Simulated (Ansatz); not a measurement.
## Is this TiW2N3 structure a true minimum?

The structure comes from a generated guess, relaxed at this level; another structure or a mixture of phases may lie lower.

These are results of Ansatz 0.2.0, DFT PBE, scalar-relativistic, plane waves, PAW, not measurements. Plane waves to 420 eV, a k mesh through Γ of 12×12×12 on the computed 6-atom cell and Gaussian smearing (0.10 eV); no spin polarisation.

The cell below (6 atoms, space group R32 (No. 155)) is relaxed within its symmetry.

```
Ti W N
1.0
     2.48377    1.43401    2.81400
    -2.48377    1.43401    2.81400
     0.00000   -2.86802    2.81400
Ti W N
1 2 3
Direct
  0.50000 0.50000 0.50000
  0.16892 0.16892 0.16892
  0.83108 0.83108 0.83108
  0.66600 0.00000 0.33400
  0.00000 0.33400 0.66600
  0.33400 0.66600 0.00000
```

For the test a repeat of it with 12 atoms (edges 4.02, 4.02, 8.04 Å) was strained at random (σ = 1.5 % a component), the atoms were moved at random (σ = 0.05 Å), and all was relaxed again on a coarse 6×6×4 mesh (in the run’s order of axes) with 0.20 eV smearing, with no symmetry imposed.

These runs have no spin–orbit coupling, which can matter for W.

Q: Is the structure stable against such a distortion?

A: It returns, within 1 meV/atom of the unmoved cell on that mesh and with the same symmetry when read at 0.1 Å. So it is stable against the distortions that fit this cell and that this random move excites. Modes that don't fit the cell aren't tested.
